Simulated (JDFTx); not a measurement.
WC(0001) slab cut from bulk WC (space group P-6m2, indices of the conventional cell, lattice of the Materials Project entry mp-1894, not re-optimised): 5 atoms in 5 planes, a 1x1 cell of 7.37 Å² (|a| = 2.917, |b| = 2.917 Å), 5.6 Å between the outermost planes, W outermost, slab composition W3C2, cell height 21.7 Å, 8×8×1 k mesh, Fermi smearing 0.01 Ha, no spin polarisation. Whether this polymorph is the ambient one wasn't checked.

Computed with a modified build of JDFTx: PBE, GBRV ultrasoft potentials, plane waves to 20/100 Ha. Liquid: CANDLE, water, 1 M NaCl. Between zero charge and 0.50 V from it the run gives σ = 7.5 μC/cm², a mean capacitance of 15.0 μF/cm². The liquid has ε = 78.4, a 1:1 salt at 1 M with linear (Debye) response, and T = 298 K.

Worked example: the Debye length, the diffuse-layer capacitance, and the inner capacitance that is left when the two stand in series.

Each ion has density c = 1 × 6.022×10⁻⁴ = 6.022e-04 Å⁻³. λ² = ε kT / (8π (e²/4πε₀) c) with kT = 0.02568 eV and e²/4πε₀ = 14.40 eV Å gives λ = 3.04 Å; the log prints 3.04 Å. C_diffuse = ε₀ε/λ = 228 μF/cm². Then 1/C_inner = 1/15.0 − 1/228, so C_inner = 16.0 μF/cm², which equals a vacuum gap of ε₀/C_inner = 0.55 Å. The diffuse layer takes 7 % of the potential drop; the rest lies between the electrode's charge and the onset of the dielectric, with the electrode's own (quantum) capacitance in it. The split is a model: in the calculation solvent and ions share one smooth cavity.
